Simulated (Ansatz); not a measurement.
Relaxed-ion elastic tensor of Hf (hcp (Mg type), P6_3/mmc) in GPa (Voigt order), the program Ansatz at the PBEsol level (PAW); density 13.72 g/cm³, 21.61 Å³ per atom.

|  | 1 | 2 | 3 | 4 | 5 | 6 |
|---|---|---|---|---|---|---|
| 1 | 181 | 79.6 | 72.8 | 0.0 | 0.0 | 0.0 |
| 2 | 79.6 | 181 | 72.8 | 0.0 | 0.0 | 0.0 |
| 3 | 72.8 | 72.8 | 207 | 0.0 | 0.0 | 0.0 |
| 4 | 0.0 | 0.0 | 0.0 | 49.1 | 0.0 | 0.0 |
| 5 | 0.0 | 0.0 | 0.0 | 0.0 | 49.1 | 0.0 |
| 6 | 0.0 | 0.0 | 0.0 | 0.0 | 0.0 | 50.9 |

**Question.** Is the crystal mechanically stable?

**Answer.** Yes: the smallest eigenvalue of C is 49.1 GPa.

**Question.** Work out the Voigt, Reuss and Hill averages.

**Answer.** K_V = 113, K_R = 113, K_H = 113; G_V = 52.8, G_R = 52.2, G_H = 52.5 GPa.

**Question.** Give Young's modulus, Poisson's ratio, Pugh's ratio and the universal anisotropy index.

**Answer.** E = 9KG/(3K + G) = 136 GPa; ν = 0.30; K/G = 2.16 (ductile by the Pugh limit of 1.75); A_U = 5G_V/G_R + K_V/K_R − 6 = 0.05.

**Question.** Estimate the sound speeds and the Debye temperature.

**Answer.** v_l = √((K + 4G/3)/ρ) = 3650 m/s, v_t = √(G/ρ) = 1960 m/s, mean 2180 m/s; Θ = (h/k)(3n/4πV)^(1/3) v_m = 234 K.

**Question.** How much does each axis shrink under pressure?

**Answer.** Linear compressibilities β_i = Σ_j S_ij (j = 1 to 3): x 3.1, y 3.1, z 2.7 per TPa.

Symmetry was held in the PBEsol relaxation. No spin polarisation was allowed. As this level gives no gap, shear constants depend on the k-mesh and smearing (Fermi–Dirac, 0.1 eV here). Scalar-relativistic: spin–orbit coupling is off unless named, which matters more the heavier the elements.

Potentials: the earlier of the program's two PAW sets. The files were generated under PBE; for other functionals the program regenerates the frozen cores, and for LDA and PBEsol the local potential too.
